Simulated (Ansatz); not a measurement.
**What DFT gives for PtCl₅**

```
Pt Cl
1.0
     6.09635    0.00000    0.00000
    -2.92483    5.95454    0.00000
    -0.14047   -3.32257    8.40956
Pt Cl
2 10
Cartesian
  3.1340 3.7112 2.3240
  -0.1029 -1.0792 6.0856
  0.8995 -0.3969 3.8276
  2.1315 3.0289 4.5819
  -1.1062 2.5101 2.9648
  4.1373 0.1218 5.4448
  1.2786 5.0840 2.1178
  1.7525 -2.4520 6.2918
  2.0888 1.9218 1.3991
  0.9423 0.7102 7.0105
  -1.9182 4.6416 0.5356
  4.9493 -2.0097 7.8740
```

Method: PBE, no spin polarisation; PAW, plane waves to 420 eV, 4×3×2 (shifted by 0.5, 0.5, 0 steps) mesh, fermi-dirac occupations (width 0.0203 eV) (Ansatz 0.2.0), atoms fixed.

Question: Is the cell too large or too small?

Answer: The pressure is -0.8 GPa (compression positive), so with the atoms held at these fractions the cell would first shrink; the forces are large, so a full relaxation may end otherwise. The principal stresses -1.6, -0.9, 0.1 GPa differ, so its shape would change too.

Question: Is there a gap?

Answer: It is a metal on this mesh, though the bands barely overlap, with about 13 states/eV a cell as the mean within 0.25 eV of the Fermi level, mostly Cl p (80 %) and Pt d (20 %).

Question: Where is the largest force?

Answer: The largest is on Pt1 (and as large on other atoms): 2.41 eV/Å, components (-0.11, 0.87, 2.25). It makes 130° with the line to a nearest neighbour, Cl9 at 2.27 Å.

Question: What do density and ELF say about some of the short contacts?

Answer: Pt–Cl at 2.27 Å: least valence density 0.80 e/Å³ and ELF 0.43 there. Both are smooth PAW fields, read partly inside the augmentation spheres.

Origin: a known structure type with other elements, at an estimated volume, so it need not be a known compound. Caveats: many states at the Fermi level without spin polarisation, so a magnetic state may lie lower; the k mesh is coarse if the cell is a metal; atoms or cell far from equilibrium.
